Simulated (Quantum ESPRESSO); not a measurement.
## Kohn-Sham bands of Ge (P6₃/mmc, model phase)

```
CELL_PARAMETERS angstrom
      3.99759     0.00000     0.00000
     -1.99879     3.46201     0.00000
      0.00000     0.00000     6.59938
ATOMIC_POSITIONS crystal
  Ge 0.66667 0.33333 0.06290
  Ge 0.33333 0.66667 0.93710
  Ge 0.33333 0.66667 0.56290
  Ge 0.66667 0.33333 0.43710
```

Structure: Materials Project mp-1007760, symmetrised, not relaxed again. This isn't the element's usual structure (diamond); take it as a model of another phase. Level: PBEsol, spinors with spin-orbit coupling; pw.x of Quantum ESPRESSO at 63 Ry with PseudoDojo potentials, 6×6×4 k-points, Wannier90. Density: 12×12×6 mesh, cold smearing 0.01 Ry.

Energies are relative to the Fermi level; weights are on the orthonormalised atomic waves of the pseudopotential files, averaged over the group. 56 electrons a cell are treated as valence.

### Question
Into which isolated groups do the bands fall, where do they lie and what are they made of?

### Answer
```csv
bands,from (eV),to (eV),filling,weight on atomic waves
1–16,-25.25,-25.15,filled,Ge 3d 100 %
17–40,-24.73,-24.47,filled,Ge 3d 100 %
```

No gap over 0.05 eV opens at the Fermi level at this level of theory; semilocal functionals close the gap of some real semiconductors.
